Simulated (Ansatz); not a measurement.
La2TaReN6 in space group Fm-3m (No. 225; La on 8c, Ta on 4b, Re on 4a, N on 24e), r²SCAN (plane waves, PAW; program Ansatz), all energies at zero smearing, with the estimated change up to a 700 eV cutoff added, with one set of potentials and settings (totals compare only within such a set). Cell of 10 atoms (2 La, 1 Ta, 1 Re, 6 N): -35674.852 eV.

| element | reference phase | E (eV/atom) |
|---|---|---|
| La | P6_3/mmc, 4 atoms in the cell | -6264.6784 |
| Ta | Im-3m, 1 atoms in the cell | -9944.3222 |
| Re | P6_3/mmc, 4 atoms in the cell | -10880.8169 |
| N | Pa-3, 8 atoms in the cell | -384.8315 |

Formation energy per atom, worked out: (-35674.852 − 2×(-6264.6784) − 1×(-9944.3222) − 1×(-10880.8169) − 6×(-384.8315))/10 = -1.137 eV/atom (-110 kJ per mol of atoms), at 0 K, without zero-point energy or fitted corrections.

The start of the workflow was typed in or built on a structure type; neither database checked (COD, Materials Project) lists it. Its standing as an ambient phase is unchecked. The cell was relaxed with r²SCAN under the symmetry of its start; its stability against distortions is not shown here. The workflow began spin-polarised and lost its moments. The references are the lowest solids computed at this level, not always the standard phases (solids in place of the gases). Scalar-relativistic: spin–orbit coupling is off unless named, which matters more the heavier the elements.

Potentials: the later of the program's two PAW sets.
